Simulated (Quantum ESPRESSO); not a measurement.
GaSi2O5F, convergence and cost over cutoff and k mesh

Simulated, not a measurement. The program is pw.x of Quantum ESPRESSO 7.5 (plane-wave density functional theory). The cell is made up: 9 atoms on a quartz lattice, with randomly drawn elements, strain and displacements, not relaxed. PseudoDojo standard norm-conserving files (v0.5 for PBE, v0.4.1 for LDA and PBEsol) set the functional; there is no spin polarisation, spin-orbit coupling or dispersion term, and the masses in the input are unused placeholders.

Input of the run in row 2:

```
&control calculation='scf', pseudo_dir='./dojo.nc.sr.pbe.v0_5.standard.upf', outdir='./o', disk_io='medium', tprnfor=.true., tstress=.true. /
&system ibrav=0, nat=9, ntyp=4, nbnd=35, ecutwfc=84.00895049, nosym=.true., tot_charge=0,
 occupations='smearing', smearing='fd', degauss=0.0018374661
/
&electrons conv_thr=7.350e-09, electron_maxstep=60, /
ATOMIC_SPECIES
F 1.0 F.upf
Ga 1.0 Ga.upf
O 1.0 O.upf
Si 1.0 Si.upf
CELL_PARAMETERS angstrom
5.036 0.0 0.0
-2.518 4.3613 0.0
0.0 0.0 5.5276
ATOMIC_POSITIONS angstrom
Ga 2.3877 0.0259 3.6958
Si -1.0989 2.0617 1.8435
Si 1.3705 2.3773 0.0153
O 1.369 1.1167 4.2504
O 3.3991 0.6588 2.5622
F 2.8118 2.5876 0.6442
O 0.2586 1.763 1.0949
O -1.073 3.163 2.9894
O 0.8309 3.6186 4.7662
K_POINTS automatic
5 5 4 1 1 1
```

The same cell was run at these settings. Meshes are shifted by half a step, and differences are from the last row, which is itself not exact.

```
cutoff (eV)     k mesh  k points solved  threshold (eV)  free energy less the last row's (eV)  pressure (GPa)  largest stress difference (GPa)  largest force difference (eV/Å)  iterations  wall time (s)  k-point pools              processor
        800  2 x 2 x 2                4           1e-04                                 1.815           -0.55                            20.37                            0.067           9             20              1  AMD EPYC, Zen 5 class
       1143  5 x 5 x 4               50           1e-07                                 0.003           19.60                             0.01                            0.001          12            343              1  AMD EPYC, Zen 5 class
       1437  7 x 7 x 6              147           1e-07                                 0.000           19.62                             0.00                            0.000          12           2416              1  AMD EPYC, Zen 5 class
```

Each pool is one process. Wall times include start-up and a band step at six k points, which weighs most on the coarsest meshes. The runs were on shared virtual cores whose load varied, so times are rough.